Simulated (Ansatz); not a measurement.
# TiTe2: 49Ti nuclear quadrupole resonance

Cell: a measured structure from the Crystallography Open Database (COD) whose atoms were relaxed with PBE, the cell held.

```
Ti Te
1.0
     3.77700    0.00000    0.00000
    -1.88850    3.27098    0.00000
     0.00000    0.00000    6.49800
Ti Te
1 2
Cartesian
  0.0000 0.0000 0.0000
  1.8885 1.0903 1.7106
  0.0000 2.1807 4.7874
```

Atoms are numbered from 1 in the order listed; like atoms form one site, named after its first atom.

The numbers come from a DFT calculation in Ansatz (PBE, plane waves and PAW, with spin–orbit coupling, 420 eV cutoff, Γ-centred 10×10×5 k-points, Fermi–Dirac smearing 0.05 eV).

49Ti: I = 7/2, Q = 247.0 mb (year-2017 value). Static lattice, zero field.

Question: Predict the zero-field 49Ti lines of each site.

Answer: For I = 7/2 and η = 0 the lines are |C_Q|/14 times 1, 2 and 3; η shifts the lowest up most.

```json
{"site": "Ti", "atoms": "1", "V_zz (10²¹ V/m²)": "-2.86", "C_Q (MHz)": "-17.1", "η": "0.00", "line frequencies (MHz)": "1.22, 2.44, 3.66"}
```

Question: And for Ti-47 (I = 5/2, Q = 302.0 mb) on Ti?

Answer: C_Q scales with Q to -20.9 MHz, with lines at 3.14, 6.27 MHz.

An axis of threefold or higher order runs through Ti, so V_zz lies along it and η is zero.

With no gap above 0.1 eV, as in a metal, the gradients converge slowly in k; expect changes of a tenth or more on a denser mesh.

The run took 84 s of wall time (84 s of CPU time) and 0.87 GiB at its peak, on 1 thread of Arm Neoverse V2 (aarch64; 28 cores open to the job, memory cap 3.0 GiB, no GPU), a shared host with a load of 0.9 a core.
